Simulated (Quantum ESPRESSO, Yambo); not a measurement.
## Quasiparticle gap of BaF$_{2}$ at +2 % isotropic strain

```
CELL_PARAMETERS angstrom
      0.00000     3.12729     3.12729
      3.12729     0.00000     3.12729
      3.12729     3.12729     0.00000
ATOMIC_POSITIONS crystal
  F  0.25000 0.25000 0.25000
  F  0.75000 0.75000 0.75000
  Ba 0.00000 0.00000 0.00000
```

The PBEsol cell relaxed from Materials Project entry mp-1029 was given an isotropic strain of +2 % on all lattice vectors, and the atoms were relaxed again.

Starting point: PBEsol (pw.x of Quantum ESPRESSO, ONCV potentials, without SOC). G0W0 in Yambo: 4×4×4 Γ-centred k mesh, 138 bands and a 10 Ry block in the screening, 138 bands in G with the Bruneval-Gonze terminator, plasmon pole fitted at 27.2 eV.

The PBEsol gap along the band path is 6.61 eV. The PBEsol gap between the mesh's edge points ((0, 0.25, -0.25) → Γ) comes out as 6.61 eV and the G0W0 gap between the same points comes out as 9.57 eV. The PBEsol smallest direct gap on the mesh (at Γ) is 6.69 eV and the G0W0 direct gap at that point is 9.66 eV.

| k point | band | E PBEsol (eV) | E QP (eV) | shift (eV) | Z |
|---|---|---|---|---|---|
| Γ | VB | -0.08 | -2.28 | -2.20 | 0.79 |
| Γ | CB | 6.61 | 7.38 | 0.77 | 0.89 |
| L | VB | -0.18 | -2.39 | -2.22 | 0.80 |
| L | CB | 8.94 | 10.24 | 1.30 | 0.87 |
| (0, 0.25, -0.25) | VB | 0.00 | -2.19 | -2.19 | 0.79 |
| (0, 0.25, -0.25) | CB | 8.07 | 9.06 | 0.99 | 0.88 |

Energies count from the PBEsol valence-band maximum.

Convergence of the G0W0 settings was not tested.
